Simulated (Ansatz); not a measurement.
The relaxed structure here is a generated cell of W: the first start was made by placing the elements on the sites of a structure type, and the end was not matched to a known phase here, so it may be hypothetical. Known forms of W include space group No. 229.

A relaxed cell of W (P6/mmm (No. 191)), relaxed on a k-mesh at least as fine as the one used below. Calculation: PBE (plane waves to 420 eV, PAW, scalar-relativistic; Ansatz, a program for electronic structure). Γ-centred k-mesh 4×8×12 on the run's cell (coarser than for final values), Fermi–Dirac smearing 0.05 eV.

```
W
1.0
    9.38298     0.00000     0.00000
   -2.34574     4.06295     0.00000
    0.00000     0.00000     2.60473
W
6
Direct
  0.00000   0.00000   0.00000
  0.50000   0.00000   0.00000
  0.16667   0.66667   0.50000
  0.66667   0.66667   0.50000
  0.33333   0.33333   0.50000
  0.83333   0.33333   0.50000
```

The atoms are displaced by (Å):

| atom | ux | uy | uz |
|---|---|---|---|
| W1 | -0.071 | -0.016 | 0.082 |
| W2 | 0.019 | 0.039 | -0.041 |
| W3 | -0.063 | -0.030 | 0.014 |
| W4 | -0.039 | -0.081 | -0.199 |
| W5 | -0.108 | 0.127 | 0.008 |
| W6 | 0.092 | -0.029 | -0.076 |

Question: What forces (eV/Å) and pressure result?

Answer: 
```
atom     Fx     Fy     Fz
----  -----  -----  -----
W1     0.56  -0.47   0.03
W2    -0.51   0.03   0.25
W3     0.28   1.86   0.30
W4     0.42   0.31  -1.34
W5     0.78  -1.36   0.65
W6    -1.52  -0.37   0.12
```

Pressure +1.9 GPa.

The undisplaced cell is probably no minimum: from this displacement the run went on to Im-3m (No. 229), 0.55 eV/atom below it.

No spin polarisation in the result.
